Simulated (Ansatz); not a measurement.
The end point of a relaxation of ZnRh. These are PBEsol (plane waves to 420 eV, PAW, scalar-relativistic; Ansatz, a program for electronic structure) values and carry that method's errors.

```xyz
2
Lattice="2.9731 0.0000 0.0000 0.0000 2.9731 0.0000 0.0000 0.0000 2.9731" Properties=species:S:1:pos:R:3 pbc="T T T"
Rh     1.4866     1.4866     1.4866
Zn     0.0000     0.0000     0.0000
```

Task: Find the space group and the Wyckoff positions (tolerance 0.01 Å).

Result: Space group Pm-3m (No. 221); a = b = c = 2.9731 Å, α = β = γ = 90.00°

```tsv
atom	site	symmetry	x	y	z
Rh	1b	m-3m	0.5000	0.5000	0.5000
Zn	1a	m-3m	0.0000	0.0000	0.0000
```

This is the CsCl type.

Task: Give the shortest distances between elements (the closest pairs, up to four, under 3.6 Å).

Result: Rh–Zn 2.57 Å; Zn–Zn 2.97 Å; Rh–Rh 2.97 Å.

- Volume per atom: 13.14 Å³
- Band gap: zero (metallic)

No spin polarisation in the result.

The run could not lose the symmetry of its start; a randomly shaken copy of 4 atoms returns to this structure.

The first start was generated by placing the elements on the sites of a structure type. Materials Project lists a structure of ZnRh in the same space group, Pm-3m (No. 221); the sites were not compared with it, nor with measured phases.
